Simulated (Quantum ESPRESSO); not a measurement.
# Ga4NO4F: input and log of a self-consistent run

Computed values, not a measurement. The program is pw.x of Quantum ESPRESSO 7.5 (plane-wave density functional theory). The cell is made up: 10 atoms on a corundum lattice, with randomly drawn elements, strain and displacements, not relaxed. PseudoDojo standard norm-conserving files (v0.5 for PBE, v0.4.1 for LDA and PBEsol) set the functional; there is no spin polarisation, spin-orbit coupling or dispersion term, and the masses in the input are unused placeholders.

Input:

```
&control calculation='scf', pseudo_dir='./dojo.nc.sr.pbe.v0_5.standard.upf', outdir='./o', disk_io='medium', tprnfor=.true., tstress=.true. /
&system ibrav=0, nat=10, ntyp=4, nbnd=50, ecutwfc=84.00895049, nosym=.true., tot_charge=0,
 occupations='smearing', smearing='fd', degauss=0.0018374661
/
&electrons conv_thr=7.350e-09, electron_maxstep=60, /
ATOMIC_SPECIES
F 1.0 F.upf
Ga 1.0 Ga.upf
N 1.0 N.upf
O 1.0 O.upf
CELL_PARAMETERS angstrom
2.5524 1.5038 4.633
-2.6553 1.5055 4.6897
-0.0501 -2.9851 4.6536
ATOMIC_POSITIONS angstrom
Ga -0.0634 -0.0345 4.9304
Ga 0.0243 0.0509 2.0395
Ga -0.0334 -0.0001 9.0304
Ga -0.1162 0.0417 11.9241
N -1.0735 1.518 8.1457
O -0.8976 -1.6199 8.1941
O 1.7095 0.1429 8.1216
O 0.8955 -1.4728 5.7974
O 0.7563 1.6199 5.8307
F -1.8735 -0.1504 5.8529
K_POINTS automatic
5 5 5 1 1 1
```

The log is shortened where brackets say so; the opening notice, blank lines, dates and the lines on written files are dropped, and the path of the files is cut. It prints rydbergs, bohrs and kilobars, and counts compression as positive stress. With no partly filled state, the Fermi energy that it prints is only some level between the filled and the empty states on the mesh, and need not lie in the true gap.

```
     Program PWSCF v.7.5
     Parallel version (MPI & OpenMP), running on       1 processor cores
     Number of MPI processes:                 1
     Threads/MPI process:                     1
     [start-up lines left out]
     bravais-lattice index     =            0
     lattice parameter (alat)  =      10.3919  a.u.
     unit-cell volume          =     734.9919 (a.u.)^3
     number of atoms/cell      =           10
     number of atomic types    =            4
     number of electrons       =        88.00
     number of Kohn-Sham states=           50
     kinetic-energy cutoff     =      84.0090  Ry
     charge density cutoff     =     336.0358  Ry
     scf convergence threshold =      7.3E-09
     mixing beta               =       0.7000
     number of iterations used =            8  plain     mixing
     Exchange-correlation= PBE
                           (   1   4   3   4   0   0   0)
     [axes and pseudopotential details left out]
   Cartesian axes
     site n.     atom                  positions (alat units)
         1        Ga     tau(   1) = (  -0.0115290  -0.0062737   0.8965720  )
         2        Ga     tau(   2) = (   0.0044189   0.0092559   0.3708743  )
         3        Ga     tau(   3) = (  -0.0060736  -0.0000182   1.6421393  )
         4        Ga     tau(   4) = (  -0.0211305   0.0075830   2.1683462  )
         5        N      tau(   5) = (  -0.1952113   0.2760418   1.4812604  )
         6        O      tau(   6) = (  -0.1632247  -0.2945718   1.4900618  )
         7        O      tau(   7) = (   0.3108652   0.0259857   1.4768779  )
         8        O      tau(   8) = (   0.1628428  -0.2678223   1.0542322  )
         9        O      tau(   9) = (   0.1375299   0.2945718   1.0602877  )
        10        F      tau(  10) = (  -0.3406879  -0.0273496   1.0643246  )
     number of k points=    63  Fermi-Dirac smearing, width (Ry)=  0.0018
                       cart. coord. in units 2pi/alat
        k(    1) = (   0.0012853  -0.0002034   0.1180536), wk =   0.0320000
        k(    2) = (   0.0020668  -0.2453052   0.1971793), wk =   0.0320000
     [further k points left out]
     Dense  grid:    76527 G-vectors     FFT dimensions: (  64,  64,  64)
     Estimated max dynamical RAM per process >     120.88 MB
     Initial potential from superposition of free atoms
     starting charge      87.9893, renormalised to      88.0000
     Starting wfcs are   60 randomized atomic wfcs
     total cpu time spent up to now is       31.2 secs
     per-process dynamical memory:    72.3 Mb
     Self-consistent Calculation
     iteration #  1     ecut=    84.01 Ry     beta= 0.70
     Davidson diagonalization with overlap
     ethr =  1.00E-02,  avg # of iterations =  2.5
     total cpu time spent up to now is       99.0 secs
     total energy              =    -813.16891886 Ry
     estimated scf accuracy    <       2.39802734 Ry
     iteration #  2     ecut=    84.01 Ry     beta= 0.70
     Davidson diagonalization with overlap
     ethr =  2.73E-03,  avg # of iterations =  3.0
     total cpu time spent up to now is      175.2 secs
     total energy              =    -813.62613447 Ry
     estimated scf accuracy    <       3.65034417 Ry
     iteration #  3     ecut=    84.01 Ry     beta= 0.70
     Davidson diagonalization with overlap
     ethr =  2.73E-03,  avg # of iterations =  3.0
     total cpu time spent up to now is      239.8 secs
     total energy              =    -814.30601086 Ry
     estimated scf accuracy    <       0.19924062 Ry
     iteration #  4     ecut=    84.01 Ry     beta= 0.70
     Davidson diagonalization with overlap
     ethr =  2.26E-04,  avg # of iterations =  2.5
     total cpu time spent up to now is      304.3 secs
     total energy              =    -814.34089702 Ry
     estimated scf accuracy    <       0.01101239 Ry
     iteration #  5     ecut=    84.01 Ry     beta= 0.70
     Davidson diagonalization with overlap
     ethr =  1.25E-05,  avg # of iterations =  7.2
     total cpu time spent up to now is      396.5 secs
     total energy              =    -814.34289222 Ry
     estimated scf accuracy    <       0.00730903 Ry
     [iterations 6 to 8 left out]
     iteration #  9     ecut=    84.01 Ry     beta= 0.70
     Davidson diagonalization with overlap
     ethr =  3.33E-08,  avg # of iterations =  2.0
     total cpu time spent up to now is      627.7 secs
     total energy              =    -814.34418190 Ry
     estimated scf accuracy    <       0.00000280 Ry
     iteration # 10     ecut=    84.01 Ry     beta= 0.70
     Davidson diagonalization with overlap
     ethr =  3.19E-09,  avg # of iterations =  3.2
     total cpu time spent up to now is      677.4 secs
     total energy              =    -814.34418211 Ry
     estimated scf accuracy    <       0.00000074 Ry
     iteration # 11     ecut=    84.01 Ry     beta= 0.70
     Davidson diagonalization with overlap
     ethr =  8.36E-10,  avg # of iterations =  2.0
     total cpu time spent up to now is      730.2 secs
     total energy              =    -814.34418222 Ry
     estimated scf accuracy    <       0.00000010 Ry
     iteration # 12     ecut=    84.01 Ry     beta= 0.70
     Davidson diagonalization with overlap
     ethr =  1.17E-10,  avg # of iterations =  3.0
     total cpu time spent up to now is      800.2 secs
     total energy              =    -814.34418225 Ry
     estimated scf accuracy    <       0.00000002 Ry
     iteration # 13     ecut=    84.01 Ry     beta= 0.70
     Davidson diagonalization with overlap
     ethr =  2.63E-11,  avg # of iterations =  2.0
     total cpu time spent up to now is      870.0 secs
     End of self-consistent calculation
          k = 0.0013-0.0002 0.1181 (  9568 PWs)   bands (ev):
   -16.1386  -9.2573  -8.3101  -8.1233  -8.0138  -4.8920  -4.7006  -4.6616
    -4.6052  -4.5843  -4.5693  -4.5197  -4.4899  -4.4706  -4.4333  -4.4104
    -4.3444  -4.3208  -4.2893  -4.2743  -4.2503  -4.2210  -4.1791  -3.9997
    -3.6987  -1.7991   0.7026   1.1996   2.4357   3.0708   3.4960   4.3565
     4.7023   5.1810   5.6111   6.1094   6.6627   6.9388   7.5628   7.9166
     8.0186   8.8673   9.3691   9.6483  10.3379  13.8225  14.4284  15.8571
    16.5438  16.9899
     [levels at the other k points left out]
     the Fermi energy is    10.0763 ev
!    total energy              =    -814.34418225 Ry
     estimated scf accuracy    <          1.6E-09 Ry
     smearing contrib. (-TS)   =      -0.00000004 Ry
     internal energy E=F+TS    =    -814.34418221 Ry
     The total energy is F=E-TS. E is the sum of the following terms:
     one-electron contribution =    -255.48871169 Ry
     hartree contribution      =     207.33144541 Ry
     xc contribution           =    -218.45597038 Ry
     ewald contribution        =    -547.73094556 Ry
     convergence has been achieved in  13 iterations
     Forces acting on atoms (cartesian axes, Ry/au):
     atom    1 type  2   force =     0.11161958    0.02412677   -0.08318503
     atom    2 type  2   force =    -0.00648969    0.04877728    0.07933704
     atom    3 type  2   force =    -0.06160968   -0.02949427   -0.10531651
     atom    4 type  2   force =    -0.04846789   -0.08163635    0.10478963
     atom    5 type  3   force =    -0.02086317   -0.01283132    0.00500061
     atom    6 type  4   force =    -0.00371151    0.00638575   -0.00000605
     atom    7 type  4   force =     0.00775367    0.00304475    0.00342763
     atom    8 type  4   force =     0.01574519    0.00340192    0.00676674
     atom    9 type  4   force =    -0.00500697    0.03234273   -0.00805171
     atom   10 type  1   force =     0.01103048    0.00588275   -0.00276236
     Total force =     0.258445     Total SCF correction =     0.000093
     Computing stress (Cartesian axis) and pressure
          total   stress  (Ry/bohr**3)                   (kbar)     P=      -67.01
  -0.00064571   0.00017872  -0.00025479          -94.99       26.29      -37.48
   0.00017872  -0.00031063   0.00019431           26.29      -45.70       28.58
  -0.00025479   0.00019431  -0.00041015          -37.48       28.58      -60.34
     init_run     :     27.93s CPU     31.15s WALL (       1 calls)
     electrons    :    800.48s CPU    838.79s WALL (       1 calls)
     forces       :      7.01s CPU      7.11s WALL (       1 calls)
     stress       :     25.92s CPU     26.04s WALL (       1 calls)
     [timing details left out]
     PWSCF        :  14m21.64s CPU  15m 5.81s WALL
     JOB DONE.
```

In other units: free energy -11079.717 eV for the cell, pressure -6.70 GPa, largest force component 2.870 eV/Å. A rerun of the same cell at another strain at a cutoff of 1437 eV and k mesh 7 x 7 x 7 moved values by no more than 0.003 eV in energy, 0.03 GPa in stress and 0.003 eV/Å in force.